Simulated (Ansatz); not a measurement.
NbRu (L1₀ or tetragonal B2, P4/mmm), plane-wave PAW r²SCAN (Ansatz code), all energies at zero smearing, with the estimated change up to a 700 eV cutoff added, with one set of potentials and settings (totals compare only within such a set). Cell of 2 atoms (1 Nb, 1 Ru): -10454.800 eV.

```csv
element,reference phase,E (eV/atom)
Nb,"Im-3m, 1 atoms in the cell",-4563.6321
Ru,"P6_3/mmc, 2 atoms in the cell",-5890.7039
```

Formation energy per atom, worked out: (-10454.800 − 1×(-4563.6321) − 1×(-5890.7039))/2 = -0.232 eV/atom (-22 kJ per mol of atoms), at 0 K, without zero-point energy or fitted corrections.

The first step of the workflow began from a Materials Project structure, measured or hypothetical; the Crystallography Open Database files this formula in space group No. 123, but the cells were not matched. Its standing as an ambient phase is unchecked. The cell was relaxed with r²SCAN under the symmetry of its start; whether a distortion lowers the energy is not shown. No spin polarisation was allowed. The references are the lowest solids computed at this level, not always the standard phases.

Potentials: the later of the program's two PAW sets.
